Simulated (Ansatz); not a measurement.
C:
```cif
data_C6
_chemical_formula_sum 'C6'
_space_group_name_H-M_alt 'P 1'
_space_group_IT_number 1
_cell_length_a 4.43572
_cell_length_b 4.43572
_cell_length_c 2.51964
_cell_angle_alpha 90.000
_cell_angle_beta 90.000
_cell_angle_gamma 120.000
loop_
_space_group_symop_operation_xyz
  'x, y, z'
loop_
_atom_site_label
_atom_site_type_symbol
_atom_site_fract_x
_atom_site_fract_y
_atom_site_fract_z
_atom_site_occupancy
C1 C 0.44797 0.89595 0.25000 1
C2 C 0.10405 0.55203 0.25000 1
C3 C 0.44797 0.55203 0.25000 1
C4 C 0.55203 0.10405 0.75000 1
C5 C 0.89595 0.44797 0.75000 1
C6 C 0.55203 0.44797 0.75000 1
```

Relaxed with PBEsol. DFT-PBEsol in the program Ansatz with PAW potentials gives a gap of 2.25 eV.

Q: What gap does HSE06 give on the same cell (Ansatz, PAW)?

A: 3.28 eV, 1.04 eV more. The hybrid was solved on a coarser mesh and at special points; the gap given is the minimum over both.

| k | v1 PBEsol | c1 PBEsol | v1 HSE06 | c1 HSE06 |
|---|---|---|---|---|
| Γ | 0.00 | 2.25 | 0.00 | 3.28 |
| A | -5.37 | 5.51 | -5.84 | 6.81 |
| K | -3.48 | 5.29 | ? | ? |
| H | -4.51 | 4.15 | ? | ? |
| M | -1.76 | 4.65 | ? | ? |
| L | -4.26 | 4.11 | ? | ? |

Q: Top valence (v1) and lowest conduction level (c1) in eV from each method's valence maximum (which need not be a listed point): supply the withheld HSE06 values.

A: 
- H, v1 HSE06: -4.92
- H, c1 HSE06: 5.40
- M, v1 HSE06: -1.92
- M, c1 HSE06: 5.93
- L, v1 HSE06: -4.67
- L, c1 HSE06: 5.35
- K, v1 HSE06: -3.85
- K, c1 HSE06: 6.61

Cost on shared cores: the PBEsol run (SCF on a 7×7×11 mesh, then bands and DOS) around 19 core-seconds (rough), the HSE06 run (SCF on 4×4×6, then a few points) roughly 50 core-seconds; the tasks are unlike.

Space group P6_3/mmc. The start of the workflow was typed in or built on a structure type. Its sites differ from those of the usual phase in this space group: another stacking or structure type. The cell was relaxed with PBEsol under the symmetry of its start; whether a distortion lowers the energy is not shown.

Potentials: the later of the program's two PAW sets.
